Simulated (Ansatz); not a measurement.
# Two states of MnF₂

```xyz
6
Lattice="4.8573 0.0000 0.0000 0.0000 4.8573 0.0000 0.0000 0.0000 3.3086" Properties=species:S:1:pos:R:3 pbc="T T T"
F     1.4795    1.4795    0.0000
F     0.9491    3.9082    1.6543
F     3.3777    3.3777    0.0000
F     3.9082    0.9491    1.6543
Mn    0.0000    0.0000    0.0000
Mn    2.4286    2.4286    1.6543
```

The numbers come from plane-wave PAW DFT (Ansatz): PBE, 420 eV, 5×5×7 Γ-centred k points, gaussian occupations (width 0.0978 eV). Nothing was relaxed.

State A: Mn5 along (0.00, 0.00, 1.00), Mn6 along (0.00, 0.00, -1.00) (spinors with spin-orbit coupling). State B: Mn5 along (0.00, 0.00, 1.00), Mn6 along (0.00, 0.00, 1.00) (spinors with spin-orbit coupling).

Q: Which state is lower, and how do they differ?

A: State A is lower by 20.4 meV an atom at zero smearing.

```json
{"state": "A", "free energy (meV/atom)": "0.0", "largest moment in a small sphere (μB)": "4.25", "net moment (μB/cell)": "0.00", "gap on mesh (eV)": "2.19", "pressure (GPa)": "3.3", "largest force (eV/Å)": "0.08"}
{"state": "B", "free energy (meV/atom)": "20.4", "largest moment in a small sphere (μB)": "4.31", "net moment (μB/cell)": "9.99", "gap on mesh (eV)": "1.07", "pressure (GPa)": "4.4", "largest force (eV/Å)": "0.01"}
```

Origin: a database entry at a rescaled volume. Caveats: the SCF threshold is loose for a stress; an odd or shifted mesh can miss the band edges, so this level's true gap may be smaller.
